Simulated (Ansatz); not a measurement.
**What internal relaxation does to the elastic constants of Zr₂N**

Computed with DFT LDA, scalar-relativistic, plane waves, PAW (Ansatz). Plane waves to 420 eV; Γ-centred k mesh 8×8×12; Fermi-Dirac smearing of 0.15 eV. No spin polarisation.

Equilibrium structure at this level:
```
Zr N
1.0
     5.33192    0.00000    0.00000
     0.00000    5.33192    0.00000
     0.00000    0.00000    3.25150
Zr N
4 2
Direct
  0.29576 0.29576 0.00000
  0.70424 0.70424 0.00000
  0.79576 0.20424 0.50000
  0.20424 0.79576 0.50000
  0.00000 0.00000 0.00000
  0.50000 0.50000 0.50000
```

In a metal, frequencies and elastic constants depend on the k mesh and the smearing, soft modes and shear constants most.

Clamped-ion constants (GPa, Voigt order; atoms follow the strain homogeneously):
C11 = 321.5, C12 = 151.1, C13 = 115.8, C22 = 321.5, C23 = 115.8, C33 = 381.5, C44 = 130.2, C55 = 130.2, C66 = 135.2 GPa; the others vanish.

What are the constants once the atoms relax in each strained cell?

## Answers

C11 = 235.1, C12 = 230.2, C13 = 114.0, C22 = 235.1, C23 = 114.0, C33 = 380.6, C44 = 126.5, C55 = 126.5, C66 = 132.9 GPa; the others vanish.
The Voigt shear modulus goes from 121.9 to 103.4 GPa and the Voigt bulk modulus from 198.9 to 196.3 GPa. Relaxation subtracts ΛᵀK⁻¹Λ/V, with Λ the forces that a strain puts on the atoms and K the zone-centre force constants. At a stable cell this can only lower the diagonal constants, and it acts only for strains that share their symmetry with an optical mode; elsewhere, and where the coupling is weak, the constants hardly move.

Cost: 2 runs of about 21 core-minutes in all, on Arm Neoverse V2, Arm Neoverse V1 (shared hosts).